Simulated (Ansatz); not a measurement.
RbMnO in Ansatz, relaxation

The command:

```bash
ansatz run input.yaml --threads 2 --pin off --max-ram 2560MiB --backend cpu --events-out ev --progress --plain --runs-dir out
```

The input file (Ansatz 0.2.0, plane waves):

```yaml
crystal:
  lattice:
    - [4.374633, 0.0, 0.0]
    - [0.0, 4.374633, 0.0]
    - [0.0, 0.0, 7.674746]
  atoms:
    - { symbol: Rb, position: [0.0, 0.5, 0.656] }
    - { symbol: Rb, position: [0.5, 0.0, 0.344] }
    - { symbol: O, position: [0.0, 0.5, 0.196] }
    - { symbol: O, position: [0.5, 0.0, 0.804] }
    - { symbol: Mn, position: [0.0, 0.0, 0.0], spin: 4.5, spin_axis: [0.0, 0.0, 1.0] }
    - { symbol: Mn, position: [0.5, 0.5, 0.0], spin: -4.5, spin_axis: [0.0, 0.0, 1.0] }
kpoints:
  mp_grid: { grid: [6, 6, 3], shift: [0, 0, 0] }
magnetization:
  noncollinear: true
  spin_orbit: true
scf:
  occupations: { method: fermi_dirac, width: 0.0299 }
  lower_state_search: "off"
hamiltonian:
  pseudopotentials: { kind: paw_fr }
  xc: pbe
  hubbard:
    sites: [{ species: Mn, l: d, u_eff: 1.55 }]
    projectors: all-electron-ortho-atomic
basis:
  ecutwfc: 420
  fft_grid_basis: typed
relax:
  max_steps: 40
output:
  forces: true
  stress: true
  eigenvalues: true
  bader: true
  populations: true
  elf: true
  write_potential: true
  volumetric_format: npy
  dos:
    e_range: [-12, 8]
    de: 0.05
    projected: { site_lists: { Mn: [Mn], O: [O], Rb: [Rb] } }
    method: { smearing: { sigma: 0.1, scheme: gaussian } }
  write_density: true
checkpoint:
  read: saved_state
```

Origin of the cell: a known structure type with other elements, at an estimated volume, so it need not be a known compound.

The saved state is a converged single point of the same cell, with its larger moments on Mn5 (non-collinear), Mn6 (non-collinear).

Excerpt of the output:

```
Warning: output.stress: scf.convergence.dr2_threshold = 1e-7 eV (the SCF's general default) is looser than the 6e-10 eV advised for a printed stress (1e-10 eV for each atom of the cell: 6). W […]
Rb: projections on atomic orbitals take those of the free atom [Ar 3d10] 4s2 4p6 5s1, of charge +0.00 (hamiltonian.pseudopotentials.projection_atoms); the dataset's partial waves leave at mos […]
O: projections on atomic orbitals take those of the free atom [He] 2s2 2p4, of charge +0.00 (hamiltonian.pseudopotentials.projection_atoms); the dataset's partial waves leave at most 1.5e-11 […]
Mn: projections on atomic orbitals take those of the free atom [Ne] 3s2 3p6 3d5 4s2, of charge +0.00 (hamiltonian.pseudopotentials.projection_atoms); the dataset's partial waves leave at most […]
Pseudopotentials: kind: paw_fr
Pseudopotential: Rb, paw_fr, valence charge 9, recommended cutoff 420 eV (normal), Rb.paw.azcp#standard-fr
Pseudopotential: O, paw_fr, valence charge 6, recommended cutoff 420 eV (normal), O.paw.azcp#standard-fr
Pseudopotential: Mn, paw_fr, valence charge 15, recommended cutoff 420 eV (normal), Mn.paw.azcp#standard-fr
Functional definition: PBE
  exchange = pbe_x(kappa = kappa, mu = beta*pi^2/3)
  correlation = pbe_c(beta = beta)
[… 15 lines left out …]
Starting moments: Σ|m| = 9 μB on 2 of 6 sites; this step starts from the density that it was given
Functional: x = pbe(κ = 0.804, μ = 0.219515), c = pbe(β = 0.066725)
SCF iter   1: F=—  HF=-15463.568682 eV  Δρ=4.03e-3  dr2=2.81e-3  dr2_m=5.46e-3  |M|=4.29e-16 ∫|m|=9.97e0 μB mc-row=1.3e-4 uncertified=6
SCF iter   2: F=—  HF=-15463.606899 eV  Δρ=2.90e-3  dr2=1.27e-3  dr2_m=2.83e-3  |M|=3.44e-16 ∫|m|=9.98e0 μB mc-row=5.1e-6 uncertified=3
SCF iter   3: F=—  HF=-15463.638175 eV  Δρ=2.11e-3  dr2=2.13e-4  dr2_m=1.50e-3  |M|=1.93e-15 ∫|m|=9.98e0 μB mc-row=0.0e0
SCF iter   4: F=—  HF=-15463.653105 eV  Δρ=1.54e-3  dr2=9.80e-5  dr2_m=7.97e-4  |M|=6.01e-16 ∫|m|=9.98e0 μB mc-row=0.0e0
SCF iter   5: F=—  HF=-15463.661164 eV  Δρ=1.13e-3  dr2=6.94e-5  dr2_m=4.31e-4  |M|=1.03e-15 ∫|m|=9.98e0 μB mc-row=0.0e0
SCF iter   6: F=—  HF=-15463.665429 eV  Δρ=8.37e-4  dr2=2.87e-5  dr2_m=2.36e-4  |M|=9.02e-16 ∫|m|=9.98e0 μB mc-row=0.0e0
SCF iter   7: F=—  HF=-15463.667696 eV  Δρ=6.28e-4  dr2=2.91e-5  dr2_m=1.33e-4  |M|=1.50e-15 ∫|m|=9.98e0 μB mc-row=0.0e0
SCF iter   8: F=—  HF=-15463.670225 eV  Δρ=1.45e-4  dr2=4.84e-5  dr2_m=4.49e-6  |M|=3.87e-16 ∫|m|=9.98e0 μB mc-row=0.0e0
SCF iter   9: F=—  HF=-15463.670230 eV  Δρ=1.12e-4  dr2=2.90e-5  dr2_m=5.78e-7  |M|=1.37e-15 ∫|m|=9.98e0 μB mc-row=0.0e0
SCF iter  10: F=—  HF=-15463.670236 eV  Δρ=4.13e-5  dr2=9.53e-6  dr2_m=6.88e-8  |M|=1.29e-15 ∫|m|=9.98e0 μB mc-row=0.0e0
SCF iter  11: F=—  HF=-15463.670236 eV  Δρ=2.52e-5  dr2=2.65e-6  dr2_m=4.09e-8  |M|=2.15e-15 ∫|m|=9.98e0 μB mc-row=0.0e0
SCF iter  12: F=—  HF=-15463.670236 eV  Δρ=1.35e-5  dr2=8.13e-7  dr2_m=1.86e-8  |M|=1.42e-15 ∫|m|=9.98e0 μB mc-row=0.0e0
SCF iter  13: F=-15463.670236 eV  HF=-15463.670236 eV  Δρ=3.47e-6  dr2=4.28e-8  dr2_m=1.93e-10  |M|=1.42e-15 ∫|m|=9.98e0 μB mc-row=0.0e0
relax step   1: F+E_penalty+E_count = -15463.670236 eV  Δ(F+E_penalty+E_count) = +0.000e0 eV  max|allowed force component| = 5.523e-1 eV/Å  Δτ_max = 0.0000 Å  (13 SCF iters, accepted)
relax step   2: F+E_penalty+E_count = -15463.955872 eV  Δ(F+E_penalty+E_count) = -2.856e-1 eV  max|allowed force component| = 8.493e-1 eV/Å  Δτ_max = 0.1950 Å  (8 SCF iters, dr2 threshold 1.91e-5 eV, accepted)
relax step   3: F+E_penalty+E_count = -15464.377340 eV  Δ(F+E_penalty+E_count) = -4.215e-1 eV  max|allowed force component| = 1.273e0 eV/Å  Δτ_max = 0.1971 Å  (8 SCF iters, dr2 threshold 4.51e-5 eV, accepted)
relax step   4: F+E_penalty+E_count = -15464.909415 eV  Δ(F+E_penalty+E_count) = -5.321e-1 eV  max|allowed force component| = 1.335e0 eV/Å  Δτ_max = 0.1950 Å  (8 SCF iters, dr2 threshold 1.00e-4 eV, accepted)
relax step   5: F+E_penalty+E_count = -15465.387445 eV  Δ(F+E_penalty+E_count) = -4.780e-1 eV  max|allowed force component| = 1.062e0 eV/Å  Δτ_max = 0.1950 Å  (8 SCF iters, dr2 threshold 1.00e-4 eV, accepted)
relax step   6: F+E_penalty+E_count = -15465.756872 eV  Δ(F+E_penalty+E_count) = -3.694e-1 eV  max|allowed force component| = 7.259e-1 eV/Å  Δτ_max = 0.1959 Å  (8 SCF iters, dr2 threshold 1.00e-4 eV, accepted)
relax step   7: F+E_penalty+E_count = -15465.982513 eV  Δ(F+E_penalty+E_count) = -2.256e-1 eV  max|allowed force component| = 3.831e-1 eV/Å  Δτ_max = 0.1951 Å  (7 SCF iters, dr2 threshold 1.00e-4 eV, accepted)
relax step   8: F+E_penalty+E_count = -15466.074586 eV  Δ(F+E_penalty+E_count) = -9.207e-2 eV  max|allowed force component| = 2.112e-1 eV/Å  Δτ_max = 0.1817 Å  (7 SCF iters, dr2 threshold 4.09e-5 eV, accepted)
relax step   9: F+E_penalty+E_count = -15466.101839 eV  Δ(F+E_penalty+E_count) = -2.725e-2 eV  max|allowed force component| = 2.479e-1 eV/Å  Δτ_max = 0.1949 Å  (7 SCF iters, dr2 threshold 1.24e-5 eV, accepted)
relax step  10: F+E_penalty+E_count = -15466.114394 eV  Δ(F+E_penalty+E_count) = -1.256e-2 eV  max|allowed force component| = 1.198e-2 eV/Å  Δτ_max = 0.0475 Å  (6 SCF iters, dr2 threshold 1.87e-5 eV, accepted)
relax step  11: F+E_penalty+E_count = -15466.114396 eV  Δ(F+E_penalty+E_count) = -1.152e-6 eV  max|allowed force component| = 1.104e-2 eV/Å  Δτ_max = 0.0000 Å  (4 SCF iters, accepted)
relax step  12: F+E_penalty+E_count = -15466.114452 eV  Δ(F+E_penalty+E_count) = -5.627e-5 eV  max|allowed force component| = 8.996e-4 eV/Å  Δτ_max = 0.0043 Å  (5 SCF iters, accepted)
SCF 12 converged in 5 iterations: F = -15466.114452 eV  dr2 = 7.77e-8
SCF converged after 5 iterations
Magnetization: |M| = 0.0000 μB,  M = (+0.0000, +0.0000, -0.0000) μB
Absolute magnetization: 9.4185 μB (∫|m|, with the PAW one-centre terms)
  site 0: m = (-0.0000, +0.0000, +0.0000) μB, |m| = 0.0000 μB  (R = 1.11 Å)
  site 1: m = (+0.0000, -0.0000, -0.0000) μB, |m| = 0.0000 μB  (R = 1.11 Å)
  site 2: m = (+0.0000, -0.0000, -0.0000) μB, |m| = 0.0000 μB  (R = 0.90 Å)
  site 3: m = (-0.0000, +0.0000, +0.0000) μB, |m| = 0.0000 μB  (R = 0.90 Å)
  site 4: m = (+0.0000, +0.0000, +3.9391) μB, |m| = 3.9391 μB  (R = 0.90 Å)
  site 5: m = (-0.0000, -0.0000, -3.9391) μB, |m| = 3.9391 μB  (R = 0.90 Å)
Free energy (F): -15466.114452 eV
Harris-Foulkes:  -15466.114452 eV  (|F-HF|=2.91e-8)
Internal energy: -15466.109271 eV  (E = F + TS)
E sigma→0 (E₀):  -15466.111861 eV
Entropy (-TS):   -0.005181 eV (-0.863 meV/atom)
Fermi energy:    7.472199 eV
--- Per-component energies (eV) ---
  E_band       = -886.052512
  E_kinetic    = 1330.085876
  E_local      = -9907.501149  (includes V_loc(G=0)·N_el)
  E_nonlocal   = 950.835449
  E_hartree    = 4127.407098
  E_xc         = -628.922893
  E_vxc        = -743.459892  (∫ρ·V_xc dr)
  E_hubbard    = 0.769486  (on-site DFT+U / exact-exchange correction)
  E_vhub       = -6.821573  (the Hubbard potential's part of the band-sum identity)
  E_paw        = -8167.377850  (= ΣΔE_a)
  E_vpaw       = -763.991199  (= ΣTr[D̂ρ^β])
  E_aug_tail   = 0.004732  (compensation charges beyond the density's cutoff)
  E_ewald      = -3171.410019
  E_smearing   = -0.005181  (= −TS)
  Σ components = -15466.114452   (vs F -15466.114452, Δ=0.00e0)
--- Hubbard shell moments (per corrected site; Tr N, ν in electrons; μ in μ_B) ---
  shell 0: Tr N=5.3939  μ_S=(-0.0000, +0.0000, +4.4208)  μ_L=(+0.0000, +0.0000, +0.0009)  μ=(-0.0000, +0.0000, +4.4217)  ν=0.0334 along (-0.000, +0.000, +1.000)
  shell 1: Tr N=5.3939  μ_S=(+0.0000, -0.0000, -4.4208)  μ_L=(-0.0000, +0.0000, -0.0009)  μ=(+0.0000, +0.0000, -4.4217)  ν=0.0334 along (+0.000, -0.000, -1.000)
--- Forces (eV/Å), atoms counted from 1 ---
  atom   1  Rb     0.000000    -0.000000    -0.000464
  atom   2  Rb     0.000000     0.000000     0.000464
  atom   3  O     -0.000000     0.000000     0.000900
  atom   4  O     -0.000000     0.000000    -0.000900
  atom   5  Mn     0.000000     0.000000     0.000000
  atom   6  Mn     0.000000     0.000000    -0.000000
  max |Σ_I F_I| component: 5.42e-19 eV/Å
--- Stress (GPa, compression-positive) ---
       -1.504358       0.000000       0.000000
        0.000000      -1.504358       0.000000
        0.000000       0.000000       4.938333
  P = ⅓ Tr σ = 0.6432 GPa (6.432 kbar)
Occupation matrices written to <dir>
--- Relaxed structure (12 steps of the walk, 12 accepted, 0 SCFs on fresh bases) ---
  F+E_penalty+E_count = -15466.114452 eV   max|allowed force component| = 8.996e-4 eV/Å
  atoms:
    - { symbol: Rb, position: [0.0, 0.500000, 0.645830] }
    - { symbol: Rb, position: [0.500000, 0.0, 0.354170] }
    - { symbol: O, position: [0.0, 0.500000, -0.004887] }
    - { symbol: O, position: [0.500000, 0.0, 1.004887] }
    - { symbol: Mn, position: [0.0, 0.0, -6.027e-19] }
    - { symbol: Mn, position: [0.500000, 0.500000, -6.027e-19] }
--- Löwdin populations: 6 sites ---
  site symbol       q [e]
     0     Rb      8.6745
     1     Rb      8.6745
     2      O      7.0965
     3      O      7.0965
     4     Mn     14.0088
     5     Mn     14.0088
  spilling = 0.007336 (of n_electrons = 60.000000)
--- Bader charges: 6 sites ---
  site symbol  charge [e]  shift [e]  m_x [muB]  m_y [muB]  m_z [muB]
     0     Rb      0.3830     0.0000     0.0000     0.0000     0.0000
     1     Rb      0.3830     0.0000     0.0000     0.0000     0.0000
     2      O     -1.4031     0.0001     0.0000     0.0000     0.0000
     3      O     -1.4031     0.0001     0.0000     0.0000     0.0000
     4     Mn      1.0201     0.0001     0.0000     0.0000     4.3441
     5     Mn      1.0201     0.0001     0.0000     0.0000    -4.3441
  estimated error of the sums over rays = 3.1e-4 e
```

The starting structure.

Space group P4/nmm (No. 129); the run's cell has a = 4.375 Å, b = 4.375 Å, c = 7.675 Å, α = 90.00°, β = 90.00°, γ = 90.00°. Shortest distances: Mn–O 2.65 Å, Mn–Mn 3.09 Å, O–Rb 3.30 Å, Mn–Rb 3.43 Å.

After:

Space group P4/nmm (No. 129); the run's cell has a = 4.375 Å, b = 4.375 Å, c = 7.675 Å, α = 90.00°, β = 90.00°, γ = 90.00°. Shortest distances: Mn–O 2.19 Å, O–Rb 2.68 Å, Mn–Mn 3.09 Å, O–O 3.09 Å, Mn–Rb 3.49 Å.

- Free energy lowered by: 407.4 meV/atom
- Final pressure: 0.64 GPa
- Relaxation steps listed: 12
- Total moment: 0.00 μB

Caveats: the SCF threshold is looser than advised for a stress; the magnetic state was chosen at the start cell and may not be the lowest after relaxing; the relaxation held the start's symmetry, so the end may be a saddle point.

Time: 12 min on 2 threads of Arm Neoverse V1, with other jobs on the host, peak memory 1.3 GiB, from a saved density.
